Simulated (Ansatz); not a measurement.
## Ag: enthalpies of structure types against pressure

All-electron LAPW in Ansatz 0.2.0 under PBEsol, scalar-relativistic, energies extrapolated to zero smearing. Each structure type was compressed from its own relaxed volume, symmetry kept and shape relaxed on PAW files, and E(V) was fitted to energies and pressures; H = E + pV has no temperature or zero-point term. Only these types were tried: fcc (Fm-3m, 16×16×16 mesh, 16.66 Å³/atom at rest); sc (Pm-3m, 16×16×16 mesh, 19.36 Å³/atom at rest); bcc (Im-3m, 18×18×18 mesh, 16.78 Å³/atom at rest); hcp (P6_3/mmc, 15×15×8 mesh, 16.67 Å³/atom at rest); diamond (Fd-3m, 13×13×13 mesh, 27.52 Å³/atom at rest). Spin polarisation is left out. Spin–orbit coupling is left out; Fermi–Dirac smearing is 0.05 to 0.1 eV. Enthalpies carry a few meV/atom of noise from meshes and fits.

Which type is lowest at zero pressure, and what follows up to 450 GPa?

The lowest types lie within 5 meV/atom of each other over much of the range, too close to call on these meshes: fcc and hcp compete. Enthalpies against fcc:

| p (GPa) | fcc (meV/atom) | sc (meV/atom) | bcc (meV/atom) | hcp (meV/atom) | diamond (meV/atom) |
| --- | --- | --- | --- | --- | --- |
| 0 | 0 | 402 | 44 | 5 | 990 |
| 13 | 0 | 591 | 51 | 6 | 1709 |
| 36 | 0 | 852 | 58 | 5 | 2646 |
| 67 | 0 | 1137 | 63 | 4 | 3644 |
| 130 | 0 | 1608 | 71 | 0 | 5268 |
| 220 | 0 | 2155 | 80 | -3 | 7135 |
| 330 | 0 | 2715 | 87 | -5 | 9037 |
| 420 | 0 | 3117 | 92 | -5 | 10401 |
